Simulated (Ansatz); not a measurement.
A relaxed structure of CaC₂ is spoiled in several ways and relaxed again each time (noise and exchanges are one random draw each; squeezed and stretched starts keep its symmetry, which their runs cannot lower; pressure is positive under compression). Level of theory: r2SCAN (plane waves to 500 eV, PAW, scalar-relativistic; Ansatz, a program for electronic structure).

```cif
data_C8Ca4
_chemical_formula_sum 'Ca4 C8'
_space_group_name_H-M_alt 'C2/c'
_space_group_IT_number 15
_space_group_name_Hall '-C 2yc'
_cell_length_a 6.59485
_cell_length_b 4.16625
_cell_length_c 7.33053
_cell_angle_alpha 90.000
_cell_angle_beta 106.701
_cell_angle_gamma 90.000
loop_
_space_group_symop_operation_xyz
  'x, y, z'
  '-x, -y, -z'
  '-x, y, -z+1/2'
  'x, -y, z+1/2'
  'x+1/2, y+1/2, z'
  '-x+1/2, -y+1/2, -z'
  '-x+1/2, y+1/2, -z+1/2'
  'x+1/2, -y+1/2, z+1/2'
loop_
_atom_site_label
_atom_site_type_symbol
_atom_site_symmetry_multiplicity
_atom_site_Wyckoff_symbol
_atom_site_fract_x
_atom_site_fract_y
_atom_site_fract_z
_atom_site_occupancy
Ca1 Ca 4 e 0.00000 0.17722 0.25000 1
C1 C 8 f 0.28279 0.14028 0.05927 1
```
(The calculation used a cell of 6 atoms; values per cell refer to that cell.)

```csv
change,first pressure (GPa),largest first force (eV/Å),released (eV/atom),moves,outcome,final group,E − E(parent) (eV/atom)
with every coordinate shifted by Gaussian noise of σ = 0.3 Å,–,–,1.6,11,returns to the parent,C2/c,0.000
stretched uniformly to 115 % of its volume,-10.5,3.50,0.089,6,returns to the parent,C2/c,0.000
"doubled along one cell vector, shaken by Gaussian noise of σ = 0.08 Å a coordinate",–,–,0.34,9,returns to the parent,C2/c,0.000
```

First-step values come from each run's starting, coarser k-mesh (7×7×4, 6×6×3, 4×7×4). The runs use different k-meshes, so differences are rounded accordingly. No spin polarisation in the result.

The relaxation started from an entry of Materials Project.
